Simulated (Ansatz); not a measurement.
With DFT-PBEsol in the program Ansatz with PAW potentials, BAs in the hexagonal phase (P6_222; B on 3d, As on 3c) relaxes to a = 3.429 Å, c = 7.403 Å. Its formation energy from the elements is 0.38 eV/atom, with no fitted shifts.

It is gapped at this level: 0.31 eV (indirect). The valence maximum lies at Γ and the conduction minimum at M (3 equivalent valleys). Gap from PBEsol with spin–orbit coupling: 0.30 eV. The electron mass is 0.19, 0.32, 0.32 mₑ (principal values). The hole mass is 0.20, 0.41, 0.41 mₑ (principal values).

An equation-of-state fit gives a bulk modulus of 147 GPa. The relaxed-ion elastic constants in GPa are C11 = 335, C12 = 39.9, C13 = 65.7, C33 = 313, C44 = 169. The elastic constants imply a Debye temperature near 722 K. Perturbation theory gives ε∞ = 15.2 (xx = yy), 17.3 (zz). Letting the ions move raises it to ε0 = 15.4 (xx = yy), 17.3 (zz). Born charges are B -0.25, As +0.25 e. Without the LO–TO term the highest mode at Γ lies at 19.90 THz.

The start of the workflow was typed in or built on a structure type; neither database checked (COD, Materials Project) lists it. It is not the phase usual at ambient conditions (space group No. 216). Symmetry was held in the PBEsol relaxation; of distortions, only those at the zone centre were tested. Its formation energy is positive at this level, so the cell may be metastable or incomplete. The references are the lowest solids computed at this level, not always the standard phases. Spin–orbit coupling is left out wherever it is not named.

Potentials: the later of the program's two PAW sets.
